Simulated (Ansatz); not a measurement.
**HfO2 with an Hf vacancy: field gradients at two levels of theory**

Cell: a supercell of HfO2 (fluorite type, Fm-3m) built from a COD entry, with the ions relaxed around the defect (PBE).

```
Hf O
1.0
     0.00000    5.11500    5.11500
     5.11500    0.00000    5.11500
     5.11500    5.11500    0.00000
Hf O
7 16
Cartesian
  2.5575 2.5575 0.0000
  2.5575 0.0000 2.5575
  5.1150 2.5575 2.5575
  0.0000 2.5575 2.5575
  2.5575 5.1150 2.5575
  2.5575 2.5575 5.1150
  5.1150 5.1150 5.1150
  1.3968 1.3968 1.3968
  3.7182 3.7182 1.3968
  3.7182 1.3968 3.7182
  6.3516 3.8784 3.8784
  1.3968 3.7182 3.7182
  3.8784 6.3516 3.8784
  3.8784 3.8784 6.3516
  6.3516 6.3516 6.3516
  3.8784 3.8784 3.8784
  6.3516 6.3516 3.8784
  6.3516 3.8784 6.3516
  8.8332 6.5118 6.5118
  3.8784 6.3516 6.3516
  6.5118 8.8332 6.5118
  6.5118 6.5118 8.8332
  8.8332 8.8332 8.8332
```

Atom numbers follow the list; atoms alike are taken as one site, whose name carries the number of the first.

First run. Method: Kohn–Sham DFT in Ansatz, PBE, plane waves and PAW, scalar-relativistic, collinear spin, 420 eV cutoff, Γ-centred 3×3×3 k-points, Fermi–Dirac smearing 0.01 eV, cell charge -3. Start moments as typed (μB): 0 0 0 0 0 0 0 0.5 0.5 0.5 0 0.5 0 0 0 0 0 0 0.5 0 0.5 0.5 0.5 by atom.

```tsv
site	atom	V_zz (10²¹ V/m²)	η	m (μB)
Hf1	1	17.68	0.34	0.00
O8	8	-1.39	0.00	-0.01
O11	11	-1.52	0.00	-0.01
```

Second run. The same atoms and settings, except that the functional is r2SCAN and the cutoff is 500 eV.

Problem. Given the first result, estimate the second.

Solution. 

```
site  atom   V_zz     η  change of V_zz  m (μB)
 Hf1     1  17.78  0.33           +0.10    0.00
  O8     8  -1.02  0.00           +0.37    0.02
 O11    11  -1.27  0.00           +0.25    0.02
```

The largest change of V_zz is on O8, from -1.39 to -1.02. In per cent, |V_zz| changes by +1 on Hf (all sites that start above 2). Sites without a gradient aren't listed. The absolute magnetisation of the cell goes from 0.2 to 0.4 μB.

The defect repeats with the cell of 23 atoms, so it feels its images: sites between two images don't show the values beside a lone defect, and zeros or small values of η there can come from the images' arrangement. The relaxation keeps the symmetry of the vacancy's site, so distortions that break it, Jahn–Teller ones too, aren't explored. This high-symmetry form of HfO2 is unstable when cold, to shifts of the oxygen columns, towards the tetragonal form. The symmetry of the cell holds that distortion back, wholly or in part, and it would change the field gradients, the more the larger the distortion. A uniform background compensates the cell's charge. The defect cell has no gap above 0.1 eV on its mesh, so the values can hang on the smearing and the k-mesh. Without spin–orbit coupling the gradients at and beside Hf can be off by some per cent, at some sites by more. The run lost most of its start moments on O; a state with other moments may lie lower.
For the second run: The program didn't check the stability of this electronic state in full, so a lower one may lie near. The cell keeps the host's lattice, where the r2SCAN pressure is -10 GPa (in a charged cell this depends on the convention for the mean potential).
